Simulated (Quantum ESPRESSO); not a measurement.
**Kohn-Sham bands of LiH (rock salt)**

```
LiH
1.0
    0.00000     2.00862     2.00862
    2.00862     0.00000     2.00862
    2.00862     2.00862     0.00000
Li H
1 1
Direct
  0.00000   0.00000   0.00000
  0.50000   0.50000   0.50000
```

Cell from Materials Project (mp-23703), symmetrised, no further relaxation. COD (Crystallography Open Database) has an entry of this formula and space group (matched by these alone). Level: PBEsol, no spin polarisation, no spin-orbit coupling; pw.x of Quantum ESPRESSO at 60 Ry with PseudoDojo potentials, 12×12×12 k-points, Wannier90. Density: 14×14×14 mesh, cold smearing 0.01 Ry.

List the Kohn-Sham levels between −8 and 5.8 eV relative to the valence-band maximum at the high-symmetry points, as a band run of pw.x on that density gives them (levels within 2 meV counted together).


```tsv
point	k (reciprocal lattice)	levels (eV)
Γ	0.000 0.000 0.000	-5.52
X	0.500 0.000 0.500	0.00, 2.76
U	0.625 0.250 0.625	-0.53, 3.90
K	0.375 0.375 0.750	-0.53, 3.90
L	0.500 0.500 0.500	-2.68, 4.68
W	0.500 0.250 0.750	-0.23, 5.04 (×2)
```
